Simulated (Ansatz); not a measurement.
## SiC with yttrium replacing C: gradients before and after relaxing the atoms

Start: a supercell of SiC (zinc blende type, F-43m) built from a COD entry, with all atoms left at the host's positions.

```cif
data_YSi27C26
_symmetry_space_group_name_H-M 'F-43m'
_symmetry_Int_Tables_number 216
_cell_length_a 13.0740
_cell_length_b 13.0740
_cell_length_c 13.0740
_cell_angle_alpha 90.000
_cell_angle_beta 90.000
_cell_angle_gamma 90.000
loop_
_atom_site_label
_atom_site_type_symbol
_atom_site_symmetry_multiplicity
_atom_site_Wyckoff_symbol
_atom_site_fract_x
_atom_site_fract_y
_atom_site_fract_z
Si1 Si 16 e 0.4167 0.0833 0.4167
Si3 Si 24 g 0.7500 0.0833 0.7500
Si5 Si 48 h 0.7500 0.9167 0.5833
Si14 Si 4 d 0.7500 0.7500 0.7500
Si18 Si 16 e 0.0833 0.5833 0.9167
Y Y 4 a 0.5000 0.0000 0.5000
C29 C 48 h 0.6667 0.0000 0.6667
C32 C 16 e 0.8333 0.8333 0.6667
C36 C 16 e 0.1667 0.6667 0.8333
C42 C 24 f 0.0000 0.6667 0.0000
```

One atom of each set is listed; the run and its k-mesh use a cell of 54 atoms with edges of 9.24, 9.24, 9.24 Å.

Level of theory: DFT, PBE, plane waves and PAW, scalar-relativistic, 420 eV cutoff, Γ-centred 3×3×3 k-points, Fermi–Dirac smearing 0.01 eV, cell charge -1 (Ansatz 0.2.0).

The largest force at the start is 14 eV/Å. Relaxing the ions at fixed cell moves them by 0.759 Å at most (atom 2, Si) and 0.209 Å rms.

```json
{"site": "Si1", "moved (Å)": "0.759", "first shell before": "1 Y at 1.89 Å, 3 C at 1.89 Å", "first shell after": "3 C at 1.84 Å, 3 Si at 2.49 Å; also 1 Y at 2.65 Å, 3 C at 2.99 Å", "V_zz before (10²¹ V/m²)": "4.15", "η before": "0.00"}
{"site": "Si3", "moved (Å)": "0.038", "first shell before": "4 C at 1.89 Å", "first shell after": "4 C at 1.88–1.92 Å, 2 Si at 2.49 Å", "V_zz before (10²¹ V/m²)": "0.87", "η before": "0.66"}
{"site": "Si5", "moved (Å)": "0.012", "first shell before": "4 C at 1.89 Å", "first shell after": "4 C at 1.86–1.88 Å", "V_zz before (10²¹ V/m²)": "0.21", "η before": "0.52"}
{"site": "Si18", "moved (Å)": "0.006", "first shell before": "4 C at 1.89 Å", "first shell after": "4 C at 1.84–1.88 Å", "V_zz before (10²¹ V/m²)": "-0.062", "η before": "0.00"}
{"site": "Y", "moved (Å)": "0.000", "first shell before": "4 Si at 1.89 Å", "first shell after": "4 Si at 2.65 Å, 12 C at 3.11 Å", "V_zz before (10²¹ V/m²)": "0.00", "η before": "–"}
{"site": "C29", "moved (Å)": "0.060", "first shell before": "4 Si at 1.89 Å", "first shell after": "4 Si at 1.84–1.92 Å", "V_zz before (10²¹ V/m²)": "0.82", "η before": "0.10"}
{"site": "C32", "moved (Å)": "0.000", "first shell before": "4 Si at 1.89 Å", "first shell after": "4 Si at 1.88–1.89 Å", "V_zz before (10²¹ V/m²)": "0.034", "η before": "0.00"}
{"site": "C36", "moved (Å)": "0.049", "first shell before": "4 Si at 1.89 Å", "first shell after": "4 Si at 1.84–1.88 Å", "V_zz before (10²¹ V/m²)": "0.012", "η before": "0.00"}
{"site": "C42", "moved (Å)": "0.002", "first shell before": "4 Si at 1.89 Å", "first shell after": "4 Si at 1.88 Å", "V_zz before (10²¹ V/m²)": "-0.007", "η before": "0.85"}
```

Task: What are V_zz and η after the relaxation?

Result: 

| site | V_zz after | η after | change of V_zz |
| --- | --- | --- | --- |
| Si1 | -5.41 | 0.00 | -9.56 |
| Si3 | 2.02 | 0.43 | +1.15 |
| Si5 | -0.41 | 0.58 | – |
| Si18 | -0.66 | 0.00 | -0.60 |
| Y | 0.00 | – | 0.00 |
| C29 | 0.82 | 0.57 | – |
| C32 | 0.077 | 0.00 | +0.04 |
| C36 | -0.41 | 0.00 | -0.42 |
| C42 | -0.20 | 0.04 | – |

The largest change of V_zz along a kept axis is on Si1, from 4.15 to -5.41. On Si3 V_xx and V_yy change places (or their axes turn by over 50°), so the two values of η hide a larger change. V_zz changes sign on Si1 (same axis). On C29, Si5, C42 the largest principal value lies along another axis in the second run, so the two V_zz can't be compared directly. Other sites without a gradient aren't listed. The electronic state changes along with the positions (a gap opens), so the changes aren't those of geometry alone.

The defect repeats with the cell of 54 atoms, so it feels its images: sites between two images don't show the values beside a lone defect, and zeros or small values of η there can come from the images' arrangement. A uniform background compensates the cell's charge.
Before: The run isn't spin-polarised, and a state with spin may lie lower. The defect cell has no gap above 0.1 eV on its mesh, so the values can hang on the smearing and the k-mesh. Without spin–orbit coupling (the program notes it for Y) the gradients can shift somewhat, as the gap is small. The cell keeps the host's lattice, where the PBE pressure is 13 GPa (in a charged cell this depends on the convention for the mean potential). The neighbours have not yet relaxed around the defect (largest force 14 eV/Å), so the values at and beside it are those of a strained start, not of the defect in a real crystal.
After: The relaxation keeps the site symmetry -43m of the start, so the impurity can't leave its site; a start off the site could end lower. With a gap of 0.5 eV on this mesh, small gradients can still move by 0.1 × 10²¹ V/m² or more as the k-mesh gets denser. The cell keeps the host's lattice, where the PBE pressure is 9 GPa (in a charged cell this depends on the convention for the mean potential).
